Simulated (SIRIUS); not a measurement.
Worked example: self-consistent single point of Ge2Mo (I4/mmm, 3 atoms in the cell; from Materials Project mp-10201, changed as shown) in SIRIUS.

All values come from this method and carry its errors: LDA (PW92), GBRV LDA ultrasoft pseudopotentials (plane waves; SIRIUS 7.12.0).

The change in words: volume scaled by 0.94. Reference geometry (I4/mmm):
```xyz
3
Lattice="-1.6500 1.6500 4.0682 1.6500 -1.6500 4.0682 1.6500 1.6500 -4.0682" Properties=species:S:1:pos:R:3 pbc="T T T"
Ge     0.0000     0.0000     5.3836
Ge     0.0000     0.0000     2.7528
Mo     0.0000     0.0000     0.0000
```

Reference input (self-consistent single point, DFT, LDA (PW92), plane waves, GBRV LDA ultrasoft pseudopotentials): parameters.ngridk = 10 10 10; parameters.xc_functionals = [XC_LDA_X, XC_LDA_C_PW]; parameters.gk_cutoff = 6.325 1/bohr; parameters.pw_cutoff = 14.143 1/bohr; parameters.smearing = fermi_dirac; parameters.smearing_width = 0.00367493 Ha; potentials = GBRV LDA ultrasoft pseudopotentials; parameters.electronic_structure_method = pseudopotential; parameters.num_bands = 25; parameters.num_mag_dims = 0; parameters.num_dft_iter = 100; parameters.energy_tol = 1e-07 Ha. This run's input differs from it in these lines:

```diff
@@ -32,7 +32,7 @@
     "lattice_vectors": [
-      [-0.3518125906, 0.3518125906, 0.8674421086],
-      [0.3518125906, -0.3518125906, 0.8674421086],
-      [0.3518125906, 0.3518125906, -0.8674421086]
+      [-0.3518126922, 0.3518126922, 0.8674420505],
+      [0.3518126922, -0.3518126922, 0.8674420505],
+      [0.3518126922, 0.3518126922, -0.8674420505]
     ],
-    "lattice_vectors_scale": 8.862638,
+    "lattice_vectors_scale": 8.681716,
     "atom_coordinate_units": "lattice",
```

Output (repeated stretches shortened):

```
[find] density tolerance         : 1e-06
[find] total energy tolerance    : 1e-07
[find] iter_solver_tol (initial) : 0.01
[find] iter_solver_tol (target)  : 1e-13
[find] num_dft_iter              : 100
Charges and magnetic moments
--------------------------------------------------------------------------------
total charge          : 42.000000
[find] | SCF iteration   0 out of 100|
[diagonalize] iterative solver tolerance (occupied, empty): 0.01 0.01
[diagonalize] average number of iterations: 2
[find] Charges and magnetic moments
[find] total charge          : 42.000000
[find] Energy
[find] smearing (-TS)                 :      -0.00044841
   [... lines left out ...]

[find] Charges and magnetic moments
[find] total charge          : 42.000000
[find] Energy
[find] smearing (-TS)                 :      -0.00074732
[find] Total energy                   :    -282.87504965 (Ha),    -565.75009931 (Ry)
[find] Free energy (E-TS)             :    -282.87579697 (Ha),    -565.75159394 (Ry)
[find] band gap (eV)                  :       0.00000000
[find] Efermi                         :       0.67620044
[find] iteration : 10, RMS (target) : 7.2214e-07 (1.0000e-06) , energy difference (target) : -1.7594e-09 (1.0000e-07)
[find] bands are converged : true
[find] iterative solver converged : true
[find] converged after 11 SCF iterations!
[find] Charges and magnetic moments
[find] total charge          : 42.000000
[find] Energy
[find] smearing (-TS)                 :      -0.00074732
[find] Total energy                   :    -282.87504965 (Ha),    -565.75009931 (Ry)
[find] Free energy (E-TS)             :    -282.87579697 (Ha),    -565.75159394 (Ry)
[find] band gap (eV)                  :       0.00000000
[find] Efermi                         :       0.67620044
[ground_state] === stress tensor components [kbar] ===
[ground_state] === stress_total ===
[ground_state]   -89.041151    0.000000   -0.000000
[ground_state]     0.000000  -89.041151   -0.000000
[ground_state]    -0.000000   -0.000000 -120.650273
[ground_state] ==== total Forces in Ha/bohr =====
[ground_state] atom:    0, force:       0.0000000      0.0000000      0.0048031
[ground_state] atom:    1, force:       0.0000000     -0.0000000     -0.0048031
[ground_state] atom:    2, force:       0.0000000      0.0000000      0.0000000
```

The run converged in 11 iterations. SIRIUS prints the stress tensor with tension positive. Against the reference run the free energy rises by 18.1 meV/atom, the pressure goes from -2.82 to 9.96 GPa and the largest force goes from 0.044 to 0.247 eV/Å.

The structure comes from a collection of computed structures, made at another level of theory; the collection holds predicted forms beside known ones. Its lattice was then scaled. No clean gap shows at this smearing width and mesh (spacing up to 0.27 Å⁻¹); the mesh is coarse for partly filled bands, so the values carry mesh errors.

Cost on one core: very roughly 40 core-seconds.
